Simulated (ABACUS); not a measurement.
Input and output of a self-consistent single point for a model cell of HfSi (P6_3/mmc, 4 atoms in the cell; prototype structure) (ABACUS).

Level of theory: PBE, PseudoDojo 0.5 standard norm-conserving PBE (tails mended) pseudopotentials (plane waves; ABACUS 3.10.1).

```
CELL_PARAMETERS angstrom
      4.43107     0.00000     0.00000
     -2.21553     3.83742     0.00000
      0.00000     0.00000     6.17583
ATOMIC_POSITIONS crystal
  Hf 0.00000 0.00000 0.00000
  Hf 0.00000 0.00000 0.50000
  Si 0.33333 0.66667 0.25000
  Si 0.66667 0.33333 0.75000
```

Reference input (self-consistent single point, DFT, PBE, plane waves, PseudoDojo 0.5 standard norm-conserving PBE (tails mended) pseudopotentials): KPT = MP 5 5 3 0 0 0; basis_type = pw; dft_functional = PBE; ecutwfc = 58 Ry; smearing_method = fd; smearing_sigma = 0.00367493 Ry; potentials = PseudoDojo 0.5 standard norm-conserving PBE (tails mended); symmetry = 1; symmetry_prec = 1e-05; ks_solver = dav_subspace; scf_nmax = 100; scf_thr = 1.0e-09 Ry. This run's input differs from it in these lines:

```diff
@@ -10,3 +10,3 @@
 smearing_method      fd
-smearing_sigma       0.00367493
+smearing_sigma       0.00220496
 ks_solver            dav_subspace
@@ -48,4 +48,4 @@
 0
-MP
-5 5 3 0 0 0
+Gamma
+6 6 4 0 0 0
```

Log, with long lists cut:

```
 SELF-CONSISTENT
 -------------------------------------------
                                 init_chg = atomic

 PW ALGORITHM --------------- ION=   1  ELEC=   1--------------------------------

 Notice: Threshold on eigenvalues was too large.

 Density error is 0.23532350679
                          Error Threshold = 0.000732370716958
 E_KohnSham     -242.4664311515      -3298.9250373848
 E_Fermi        0.5562092970         7.5676157201

 PW ALGORITHM --------------- ION=   1  ELEC=   2--------------------------------

 Density error is 0.172446736133
                          Error Threshold = 0.00073538595872
   [... lines left out ...]

 Density error is 2.6005801231e-08
                          Error Threshold = 5.43212543492e-10
 E_KohnSham     -242.5429042832      -3299.9655077206
 E_Fermi        0.5484446438         7.4619721926

 PW ALGORITHM --------------- ION=   1  ELEC=   8--------------------------------

 Density error is 5.15397544686e-10
                          Error Threshold = 8.1268128847e-11
 E_KohnSham     -242.5429042868      -3299.9655077686
 E_KS(sigma->0) -242.5426839840      -3299.9625103953
 E_entropy(-TS) -0.0004406056        -0.0059947466
 E_Fermi        0.5484418820         7.4619346174
 charge density convergence is achieved
 final etot is -3299.9655078 eV
 EFERMI = 7.4619346174 eV

 STATE ENERGY(eV) AND OCCUPATIONS    NSPIN == 1
   [... 23 lines left out ...]

 TOTAL-FORCE (eV/Angstrom)
                       Hf1         0.0000000000         0.0000000000         0.0000000000
                       Hf2         0.0000000000         0.0000000000         0.0000000000
                       Si1         0.0000000000         0.0000000000         0.0000000000
                       Si2         0.0000000000         0.0000000000         0.0000000000

 TOTAL-STRESS (KBAR)
      -194.4792273062         0.0000506790         0.0000000000
         0.0000506790      -194.4792461535         0.0000000000
        -0.0000000000        -0.0000000000       -35.2522226069
 TOTAL-PRESSURE: -141.403565 KBAR

 --------------------------------------------
 !FINAL_ETOT_IS -3299.9655077685770266 eV
 --------------------------------------------
```

The run converged in 8 iterations. Against the reference run the free energy drops by 2.7 meV/atom and the pressure goes from -14.01 to -14.14 GPa.

Lattice and positions were typed or generated, without prior relaxation. This run is one point of a test of settings, so its values need not be converged; read them against the reference run alone. No clean gap shows at this smearing width and mesh (spacing up to 0.27 Å⁻¹); the mesh is coarse for partly filled bands, so the values carry mesh errors.

Cost on one core: roughly 40 core-seconds.

“Tails mended”: in these copies of the files the far tail of each local potential was reset to the Coulomb form.
